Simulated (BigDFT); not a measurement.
# Stretching the C2–F3 bond of chlorotrifluoromethane (CClF3)

```xyz
5

F     -0.5718    -0.6667    -1.0259
C     -0.0713    -0.0068     0.0047
F     -0.5949     1.2108     0.0019
F     -0.4564    -0.6132     1.1129
Cl     1.6944     0.0759    -0.0936
```

All values come from this method and carry its errors: LDA (Teter-Pade), Daubechies wavelet basis, HGH (Krack) norm-conserving potentials made for LDA, isolated boundary conditions (BigDFT).

Settings: basis = Daubechies wavelets; dft.hgrids = 0.31 bohr; dft.rmult = 6 8; dft.ixc = 1; potentials = built-in HGH-K LDA; boundary_conditions = free; dft.gnrm_cv = 1e-04; dft.itermax = 80; dft.idsx = 6; dft.nrepmax = 3; dft.norbv = 8; dft.nvirt = 4; dft.gnrm_cv_virt = 1e-03; dft.itermax_virt = 40.

Atom 3 is moved along its bond to atom 2 (1.325 Å at the start); all other atoms stay.

```tsv
bond length (Å)	multiplicity	energy from the starting geometry (eV)	force on atom 3 along the bond, outward positive (eV/Å)	highest occupied level (eV)	dipole (D)
1.127	1	1.232	15.38	-8.44	0.81
1.219	1	0.284	5.94	-8.56	0.44
1.272	1	0.065	2.51	-8.62	0.33
1.325	1	0.000	0.09	-8.68	0.39
1.378	1	0.044	-1.67	-8.74	0.57
1.458	1	0.249	-3.35	-8.82	0.90
1.590	1	0.791	-4.56	-8.94	1.50
1.856	1	2.079	-4.79	-8.72	2.69
2.253	1	3.748	-3.55	-7.83	4.20
```

A cubic fit of the points within about 10 % of the start puts the minimum at 1.33 Å with a curvature of about 40 eV/Å². At 2.25 Å the energy lies 3.75 eV above the start.

The singlet runs are spin-restricted, which overestimates the energy of long bonds.

The other atoms were not relaxed at this level, so the minimum is that of this one coordinate.

The geometry comes from a semi-empirical pre-optimisation, in some cases with atoms then moved at random, and the species need not be a known compound.
